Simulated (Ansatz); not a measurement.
The relaxed structure here is a generated cell of VBiO4: the first start was made by placing the elements on the sites of a structure type, and the end was not matched to a known phase here, so it may be hypothetical. Known forms of VBiO4 include space group No. 88.

The end point of a relaxation of VBiO$_{4}$. Space group Cc (No. 9). Computed with PBE (plane waves to 420 eV, PAW, scalar-relativistic; Ansatz, an electronic-structure program).

```cif
data_Bi2O8V2
_chemical_formula_sum 'V2 Bi2 O8'
_space_group_name_H-M_alt 'P 1'
_space_group_IT_number 1
_cell_length_a 3.44770
_cell_length_b 3.44770
_cell_length_c 14.35636
_cell_angle_alpha 95.261
_cell_angle_beta 95.261
_cell_angle_gamma 89.903
loop_
_space_group_symop_operation_xyz
  'x, y, z'
loop_
_atom_site_label
_atom_site_type_symbol
_atom_site_fract_x
_atom_site_fract_y
_atom_site_fract_z
_atom_site_occupancy
V1 V 0.85395 0.36248 0.79408 1
V2 V 0.36248 0.85395 0.29408 1
Bi1 Bi 0.58990 0.76010 0.03644 1
Bi2 Bi 0.76010 0.58990 0.53644 1
O1 O 0.35947 0.18662 0.79720 1
O2 O 0.18662 0.35947 0.29720 1
O3 O 0.88892 0.70438 0.88600 1
O4 O 0.70438 0.88892 0.38600 1
O5 O 0.82024 0.61295 0.69836 1
O6 O 0.61295 0.82024 0.19836 1
O7 O 0.26292 0.98594 0.55389 1
O8 O 0.98594 0.26292 0.05389 1
```

What is the computed band gap (PBE)?

1.28 eV, direct (no spin-orbit coupling).

Give the magnetic moment at the level PBE.

Zero (the starting moments vanished).

No spin polarisation in the result: the starting moments vanished. No Hubbard U is applied. Without spin-orbit coupling the bands of the heavy element are not split, so the gap can be far off.

It was reached from a disturbed copy of a P6/mmm (No. 191) cell, against which it lies -1.66 eV/atom.
